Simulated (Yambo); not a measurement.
A G0W0@PBE run in Yambo for ZnO (wurtzite, space group P6_3mc, No. 186) (6×6×4 Γ-centred k mesh, bands 9 to 125 and a 10 Ry block in the screening, 125 bands in G with the Bruneval-Gonze terminator, plasmon pole fitted at 27.2 eV) gives these matrix elements, in eV, at the band edges (Γ → Γ):

```csv
state,E0,<Vxc>,<Σx>,<Σc(E0)>,Z
valence edge,0.000,-25.188,-30.838,4.665,0.785
conduction edge,0.869,-12.624,-9.116,-3.180,0.833
```

### Question
Solve the linearised quasiparticle equation for both states, give the gap, and say how exchange and correlation each act on it.

### Answer
E = E0 + Z(Σx + Σc − Vxc). Valence: 0.000 + 0.785 × (-30.838 + (4.665) − (-25.188)) = -0.77 eV. Conduction: 0.869 + 0.833 × (-9.116 + (-3.180) − (-12.624)) = 1.14 eV. The gap is 1.91 eV, against 0.87 eV in PBE. Replacing Vxc by bare exchange alone would open it by 9.16 eV; correlation takes back 7.85 eV of that, and Z scales what is left. Nearest settings tried, and what they do to the gap: 84 bands in G: +15 meV; 65 bands in W: +123 meV; 4 Ry block (43 vectors against 161): -79 meV; 6×6×2 mesh: -80 meV. So the settings aren't converged at that level. Oxides, nitrides and fluorides with a shallow 3d shell are known to need far more bands and larger blocks. 

Geometry of the Materials Project entry, not relaxed at this level; primitive cell a = b = 3.2373 Å, c = 5.2221 Å, α = β = 90.00°, γ = 120.00°.
